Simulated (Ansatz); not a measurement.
Polymorphs of HfSi₂, each relaxed with DFT-LDA in the program Ansatz with PAW potentials:

A: MoSi2 or CaC2 type (I4/mmm)
a = 3.2186 Å, b = 3.2186 Å, c = 8.9007 Å, α = 90.00°, β = 90.00°, γ = 90.00°

```tsv
atom	site	symmetry	x	y	z
Hf	2a	4/mmm	0.0000	0.0000	0.0000
Si	4e	4mm	0.0000	0.0000	0.3158
```

B: Cmcm
a = 3.6210 Å, b = 14.2408 Å, c = 3.6115 Å, α = β = γ = 90.00°

```tsv
atom	site	symmetry	x	y	z
Si	4c	m2m	0.0000	0.0552	0.2500
Si	4c	m2m	0.0000	0.2499	0.7500
Hf	4c	m2m	0.0000	0.3953	0.2500
```

Put the candidates in order of energy per atom at 0 K, lowest first, for LDA.

B (+0 meV/atom), A (+252 meV/atom)

Constructed cells (a structure type filled with these elements, in neither database checked): A. All cells were relaxed under the symmetry of their starts (and spin orders); stability against distortions was not tested throughout. Rows with no word on spin ran without spin polarisation. Scalar-relativistic: spin–orbit coupling is off unless named, which matters more the heavier the elements.

Energies hold the estimated change up to a 700 eV cutoff; steps of a few meV lie near the error of the meshes.

Potentials: the later of the program's two PAW sets.
